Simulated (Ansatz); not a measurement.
Au (fcc (Cu type), Fm-3m) at seven volumes, DFT-PBE+D3(BJ) in the program Ansatz with PAW potentials, scaled uniformly. One row is withheld.

```json
[
 {"V (Å³/atom)": "15.699", "P (GPa)": "20.11"},
 {"V (Å³/atom)": "16.216", "P (GPa)": "11.98"},
 {"V (Å³/atom)": "16.734", "P (GPa)": "5.37"},
 {"V (Å³/atom)": "17.251", "P (GPa)": "0.00"},
 {"V (Å³/atom)": "17.769", "P (GPa)": "-4.39"},
 {"V (Å³/atom)": "18.286", "P (GPa)": "-7.97"},
 {"V (Å³/atom)": "18.804", "P (GPa)": "?"}
]
```

**Question.** Fit the shown pressures and predict the withheld one.

**Answer.** P = (3/2)B₀(x^(7/2) − x^(5/2))[1 + (3/4)(B′ − 4)(x − 1)] with x = (V₀/V)^(2/3). Least squares on the six rows gives V₀ = 17.250 Å³/atom, B₀ = 162 GPa, B′ = 5.87. At V = 18.804, x = 0.9441 and P = -10.84 GPa. The run itself gave -10.89 GPa.

The cell was relaxed with PBE+D3(BJ) under the symmetry of its start. The pairwise dispersion correction was not fitted to metals. Spin–orbit coupling is left out wherever it is not named.

Potentials: the later of the program's two PAW sets.
